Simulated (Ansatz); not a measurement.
MoS2 with Si replacing Mo, one structure, two calculations

Cell: a supercell of MoS2 (space group P6_3/mmc) built from an entry of the Crystallography Open Database (COD), with the ions relaxed around the defect (PBE).

Space group P-6m2 (No. 187); a = 6.3380, c = 12.3240 Å, γ = 120.00°.

| site | Wyckoff | site symmetry | x | y | z |
| --- | --- | --- | --- | --- | --- |
| Si | 1a | -6m2 | 0.0000 | 0.0000 | 0.0000 |
| Mo2 | 3j | mm2 | 0.9951 | 0.4976 | 0.0000 |
| Mo5 | 3k | mm2 | 0.1667 | 0.8333 | 0.5000 |
| Mo8 | 1f | -6m2 | 0.6667 | 0.3333 | 0.5000 |
| S9 | 2g | 3m. | 0.0000 | 0.0000 | 0.3734 |
| S10 | 6n | .m. | 0.0002 | 0.5001 | 0.3732 |
| S13 | 6n | .m. | 0.1625 | 0.8375 | 0.8779 |
| S16 | 2i | 3m. | 0.6667 | 0.3333 | 0.8718 |

One atom of each set is listed.

First run. Level of theory: DFT, PBE, plane waves and PAW, scalar-relativistic, 420 eV cutoff, Γ-centred 4×4×2 k-points, Fermi–Dirac smearing 0.01 eV (Ansatz 0.2.0).

| site | V_zz (10²¹ V/m²) | η |
| --- | --- | --- |
| Si | -2.20 | 0.00 |
| Mo2 | -11.43 | 0.51 |
| Mo5 | -7.47 | 0.00 |
| Mo8 | -7.33 | 0.00 |
| S9 | -5.32 | 0.00 |
| S10 | -5.16 | 0.01 |
| S13 | -4.38 | 0.02 |
| S16 | -5.91 | 0.00 |

Second run. The same atoms and settings, except that the functional is r2SCAN and the cutoff is 500 eV.

(1) Given the first result, estimate the second.

## Answers

(1) 

```json
{"site": "Si", "V_zz": "-2.18", "η": "0.00", "change of V_zz": "+0.02"}
{"site": "Mo2", "V_zz": "-12.09", "η": "0.42", "change of V_zz": "-0.66"}
{"site": "Mo5", "V_zz": "-7.53", "η": "0.00", "change of V_zz": "-0.06"}
{"site": "Mo8", "V_zz": "-7.42", "η": "0.00", "change of V_zz": "-0.09"}
{"site": "S9", "V_zz": "-5.38", "η": "0.00", "change of V_zz": "-0.06"}
{"site": "S10", "V_zz": "-5.24", "η": "0.01", "change of V_zz": "-0.08"}
{"site": "S13", "V_zz": "-4.41", "η": "0.02", "change of V_zz": "-0.03"}
{"site": "S16", "V_zz": "-5.95", "η": "0.00", "change of V_zz": "-0.04"}
```

The largest change of V_zz is on Mo2, from -11.43 to -12.09. In per cent, |V_zz| changes by -1 on Si, +1 to +6 on Mo, +1 on S (all sites that start above 2).

The run isn't spin-polarised, and a state with spin may lie lower. The defect repeats with the cell of 24 atoms, so it feels its images: sites between two images don't show the values beside a lone defect, and zeros or small values of η there can come from the images' arrangement. Mo and S carry a gradient in the pure host already, so the values there aren't the defect's effect alone. The relaxation keeps the site symmetry -6m2 of the start, so the impurity can't leave its site; a distortion that would localise the partly filled state isn't explored. The defect cell has no gap above 0.1 eV on its mesh, so the values can hang on the smearing and the k-mesh. Without spin–orbit coupling (the program notes it for Mo) the gradients can shift somewhat, as the gap is small.
